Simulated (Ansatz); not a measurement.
TiAs in space group P6_3/mmc (No. 194; Ti on 4f, As on 2a, As on 2d) under volume change, PBEsol in the plane-wave PAW code Ansatz, shape and atoms relaxed at each volume.

| V (Å³/atom) | E − E(relaxed) (meV/atom) | P (GPa) |
|---|---|---|
| 15.258 | 64.7 | 14.90 |
| 15.761 | 27.2 | 9.13 |
| 16.264 | 6.4 | 4.21 |
| 16.767 | 0.0 | -0.01 |
| 17.270 | 5.8 | -3.61 |
| 17.773 | 22.1 | -6.69 |
| 18.276 | 47.4 | -9.33 |

**Question.** What does a third-order Birch–Murnaghan fit give for V₀, B₀ and B′?

**Answer.** V₀ = 16.77 Å³/atom, B₀ = 130 GPa, B′ = 4.2.

The first step of the workflow began from a Materials Project structure, measured or hypothetical; the Crystallography Open Database files this formula in space group No. 194, but the cells were not matched. Its standing as an ambient phase is unchecked. The cell was relaxed with PBEsol under the symmetry of its start; its stability against distortions is not shown here. The run is not spin-polarised.

Potentials: the later of the program's two PAW sets.
